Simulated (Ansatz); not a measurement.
NiSi (MnP type, space group Pnma)

```
NiSi
1.0
    5.12299     0.00000     0.00000
    0.00000     3.34183     0.00000
    0.00000     0.00000     5.56815
Ni Si
4 4
Direct
  0.50763   0.25000   0.68873
  0.00763   0.25000   0.81127
  0.49237   0.75000   0.31127
  0.99237   0.75000   0.18873
  0.67882   0.25000   0.08326
  0.17882   0.25000   0.41674
  0.32118   0.75000   0.91674
  0.82118   0.75000   0.58326
```

The slice is a (1 0 -1) plane (indices of the conventional cell) through the point (0.679, 0.250, 0.083) (fractional), spanned by u = [010] and v = [101] in vectors of this cell: u (3.34 Å) and v (7.57 Å, at 90° to u). It covers one period; positions are fractions (u, v).

All values below come from r2SCAN (plane waves to 500 eV, PAW, scalar-relativistic; Ansatz, an electronic-structure program). k mesh 9×14×9. Near the nuclei the fields are pseudised (PAW); where an atom keeps semicore shells as valence, they peak there. NiSi is run without spin polarisation. NiSi was relaxed with its symmetry unable to fall. The PAW data are Ansatz's earlier set.

Problem. Predict the map of the valence electron density on the slice.

Solution. 
```
|-=+=::=+=|
|**+=--=+*|
|*++====++|
|****++***|
|%##****##|
|@#******#|
|#*++==++*|
|++=-::-=+|
|++-.  .-+|
|**=.  .=*|
|**+-..-+*|
|+++=--=++|
|++*++++*+|
|==+****+=|
|--=*%%*=-|
|:-=#@@#=-|
|==+*%%*+=|
|++*++++*+|
|-+*+==+*+|
|.-*+--+*-|
```
Scale: ten equal steps from -1.05 (start of ' ') to -0.02 (end of '@'), in the order ' .:-=+*#%@'. Values: log₁₀ of the valence density in e/Å³. The map has 9 points along u (one character each, u = 0 at the left) and 20 along v (v = 0 in the bottom row). The scale is logarithmic, as a density can span decades between atoms and voids.
